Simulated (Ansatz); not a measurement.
One crystal and one scan (scan of one atom of the cell) at two levels, r2SCAN (plane waves to 500 eV, PAW, scalar-relativistic; Ansatz, a first-principles code) and PBE (plane waves to 420 eV, PAW, scalar-relativistic; Ansatz), each from its own relaxed cell and on its own mesh. The cell shown is that of r2SCAN.

HfN (rock salt)

```
HfN
1.0
    0.00000     4.52593     4.52593
    2.26297     0.00000     2.26297
    2.26297     2.26297     0.00000
N Hf
2 2
Direct
  0.00000   0.00000   0.00000
  0.50000   0.00000   0.00000
  0.25000   0.50000   0.50000
  0.75000   0.50000   0.50000
```

In this cell atom 3 (Hf, nearest neighbour N at 2.263 Å; its periodic images, 3.2 Å or more away, move with it) is moved by s towards the nearest neighbour, unit vector (-1.000, 0.000, 0.000); all other atoms and the cell stay fixed.

The energy includes the smearing's −TS. HfN is run without spin polarisation. HfN was relaxed with its symmetry unable to fall. Spin-orbit coupling is left out, though Hf is heavy. The PAW data are Ansatz's earlier set. With partly filled bands, energies and forces of such displacements shift with the k mesh and the smearing. Percentages come from the unrounded values. Both scans cover s from -0.230 to 0.230 Å.

Results of r2SCAN:

- Lattice constant a (Å) = 4.526
- Energy at s = 0.230 Å (meV/cell) = 315
- Force along the line at s = -0.230 Å (eV/Å) = 3.066
- Force constant k = d²E/ds² at s = 0 (finite differences) (eV/Å²) = 10.58
- Symmetry of the curve = even: the same for both signs
- Shape of the curve = a single well with its minimum at or next to zero displacement

Task: What does PBE give for the same quantities?

Result: 
```json
[
 {"quantity": "Lattice constant a (Å)", "PBE": "4.548", "r2SCAN − PBE": "-0.022 (-0.5 %)"},
 {"quantity": "Energy at s = 0.230 Å (meV/cell)", "PBE": "308", "r2SCAN − PBE": "+7 (+2.2 %)"},
 {"quantity": "Force along the line at s = -0.230 Å (eV/Å)", "PBE": "2.983", "r2SCAN − PBE": "+0.083 (+2.8 %)"},
 {"quantity": "Force constant k = d²E/ds² at s = 0 (finite differences) (eV/Å²)", "PBE": "10.44", "r2SCAN − PBE": "+0.14 (+1.4 %)"}
]
```

r2SCAN gives the higher value for: energy at s = 0.230 Å; force along the line at s = -0.230 Å. r2SCAN gives the lower value for: lattice constant a. They agree on: force constant k = d²E/ds² at s = 0 (within 1.5 %). Both give the same symmetry of the curve: even: the same for both signs.

(A displaced cell: forces are minus the slopes of the energy, force constants its curvatures, and phonons follow from these.)
